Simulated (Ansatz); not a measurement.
Problem. Ε∞ from PBE minus that from PBEsol (% of the latter), each on its own relaxed cell (Ansatz, a program for electronic structure, plane waves, PAW; no spin–orbit coupling, no Hubbard U), over 17 phases of the class «sulfides, selenides and tellurides»: what sign and size do you expect?

Solution. Mean -2 %, median -2 %, mean absolute 2 %; eight in ten lie between -5 and -1 %, and 6 % are above zero.

The phases are those computed here (of each formula those with measured values and the lowest at some level), not a balanced benchmark, and neither functional is the truth. Pairs that end in unlike spin orders or unlike minima (c/a over 6 % apart, 30 % for weakly bound crystals), magnets with 4f shells, solids of gases and phases set aside for tests are left out.

All cells were relaxed under the symmetry of their starts (and spin orders); stability against distortions was not tested throughout.

Potentials: the later of the program's two PAW sets.

Ansatz is a plane-wave DFT program.
